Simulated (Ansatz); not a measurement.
**VSi, first-principles data**

VSi:
Space group Fm-3m (No. 225); a = b = c = 4.8870 Å, α = β = γ = 90.00°

```csv
atom,site,symmetry,x,y,z
Si,4a,m-3m,0.0000,0.0000,0.0000
V,4b,m-3m,0.5000,0.5000,0.5000
```
(The calculation used a cell of 2 atoms; values per cell refer to that cell.)

Space group Fm-3m (No. 225), rock salt; conventional cell a = b = c = 4.887 Å, α = β = γ = 90.00°.

Method: the program Ansatz at the PBE level (PAW). Geometry: relaxed at this level of theory. Other levels are named where they apply.

**Cell and energy**

```yaml
volume_per_atom: 14.59 Å³
density: 4.50 g/cm³
Formation energy from the elements (no fitted shifts): 0.001 eV/atom
```

**Electronic structure**

```yaml
electronic_character: metallic (no gap)
Density of states at the Fermi level: 1.1 states/eV per atom (mean over ±0.08 eV)
```

**Magnetism**

```yaml
magnetic_order: non-magnetic (starting moments vanished)
```

**Mechanics**

```yaml
Bulk modulus (Birch–Murnaghan fit): 139 GPa
Pressure derivative B′: 3.9
```

The cell is a constructed one: a structure type filled with these elements; neither database checked (COD, Materials Project) lists it. Whether it is the stable phase at ambient conditions was not checked. The PBE relaxation kept the symmetry of its start; its stability against distortions is not shown here. The workflow began spin-polarised and lost its moments. The references are the lowest solids computed at this level, not always the standard phases.

Potentials: the later of the program's two PAW sets.
